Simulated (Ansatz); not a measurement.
A 4-atom cell of ZnO from a published structure, relaxed with r2SCAN, was run in the PAW code Ansatz under altered settings. All numbers are computed, without spin polarisation but where a row says otherwise.

```
Zn O
1.0
     3.23535    0.00000    0.00000
    -1.61768    2.80190    0.00000
     0.00000    0.00000    5.21091
Zn O
2 2
Direct
  0.33333 0.66667 0.49966
  0.66667 0.33333 0.99966
  0.66667 0.33333 0.37935
  0.33333 0.66667 0.87935
```

The base run's other keys:
```yaml
kpoints:
  mp_grid: { grid: [6, 6, 4] }
hamiltonian:
  xc: pbe
scf:
  occupations: { method: fixed }
  n_extra_bands: 5
```

It takes 6 iterations with 941 plane waves at 420 eV and 21 k points, and leaves a mean stress of +6.06 GPa. The gap over this mesh is 0.807 eV. It ran on 4 threads of Arm Neoverse N1 (shared host).

Outcomes, with energy and stress as changes against the base:
```csv
setting,outcome,ΔF (meV/atom),Δ mean stress (GPa),gap on the mesh (eV),iterations,wall time
scf.mixing.ndim: 30,converged,0.0,0.00,0.807,6,1.4 s
crystal.symmetry.detect: false,converged,0.0,0.00,0.807,6,3.8 s
basis.ecutwfc: 750,converged,-5.6,-0.03,0.810,7,3.4 s
basis.xc_grid: 3,converged,0.0,0.00,0.807,6,1.5 s
scf.mixing.ndim: 2,converged,0.0,0.00,0.807,7,1.5 s
"kpoints.mp_grid.shift: [0.5, 0.5, 0.5]","converged, warned",-0.7,+0.01,1.716,6,1.5 s
hamiltonian.dispersion: d4,converged,-241,-3.52,0.807,6,1.6 s
scf.occupations: methfessel_paxton 0.5,converged,+2.7,-0.11,0.809,6,1.4 s
basis.ecutwfc: 350,"converged, warned",+50,-0.48,0.796,6,1.2 s
accuracy: low,converged,0.0,0.00,0.807,6,1.4 s
hamiltonian.xc: r2scan (cutoff then 500 eV),converged,–,-6.06,1.237,8,3.4 s
hamiltonian.dispersion: d3bj,converged,-226,-3.13,0.807,6,1.5 s
hamiltonian.xc: mr2scan (cutoff then 500 eV),converged,–,-6.06,1.237,8,3.4 s
scf.max_iter: 5,not converged,–,–,–,5,1.2 s
scf.occupations: methfessel_paxton 1.5,converged,+53,-0.75,–,6,1.4 s
```
A dash marks a value that wasn't obtained or can't be compared. Stress is positive in compression. Its mean hides that meshes of lower symmetry stress the axes unequally. The base took 1.4 s.

- kpoints.mp_grid.shift: [0.5, 0.5, 0.5]. The free energy moves by -0.7 meV an atom, the mean stress by +0.01 GPa and the gap on the mesh by +0.909 eV (to 1.716). The mesh breaks the crystal's symmetry, so the stress, and any force that symmetry no longer fixes, lose it too. The gap changes mostly because other points are sampled; a mesh that misses a band edge overestimates it. Warned: symmetry narrowed by mesh.
- hamiltonian.dispersion: d4. The free energy moves by -241 meV an atom, the mean stress by -3.52 GPa and the gap on the mesh by 0.000 eV (to 0.807). A pairwise correction adds to energy, forces and stress and leaves the bands alone.
- basis.ecutwfc: 350. 699 plane waves in place of 941. The free energy moves by +50 meV an atom, the mean stress by -0.48 GPa and the gap on the mesh by -0.011 eV (to 0.796). The basis is too small: these are errors of the cutoff. Warned: cutoff below recommended.
- hamiltonian.xc: r2scan. The cutoff follows the functional, from 420 to 500 eV. The mean stress moves by -6.06 GPa and the gap on the mesh by +0.430 eV (to 1.237). It's another functional on the same cell, so totals aren't comparable.
- hamiltonian.dispersion: d3bj. The free energy moves by -226 meV an atom, the mean stress by -3.13 GPa and the gap on the mesh by 0.000 eV (to 0.807). A pairwise correction adds to energy, forces and stress and leaves the bands alone.
- hamiltonian.xc: mr2scan. The cutoff follows the functional, from 420 to 500 eV. The mean stress moves by -6.06 GPa and the gap on the mesh by +0.430 eV (to 1.237). It's another functional on the same cell, so totals aren't comparable.
- scf.max_iter: 5. The run did not converge. It stopped after 5 iterations; the base needs 6. Nothing that it printed is a property of the solid. Error: did not converge after 5 iterations: dr2 = 3.07e-7 (threshold 1.00e-7), under the density mixer `msr1`, which `scf.mixing.algorithm: auto` chose by the deck's other keys (type `scf.mixing.algorithm: msr1` to keep it) […]

Within 1 meV an atom, 0.1 GPa and 0.005 eV of the base stay: scf.mixing.ndim: 30; crystal.symmetry.detect: false; basis.xc_grid: 3; scf.mixing.ndim: 2; accuracy: low.
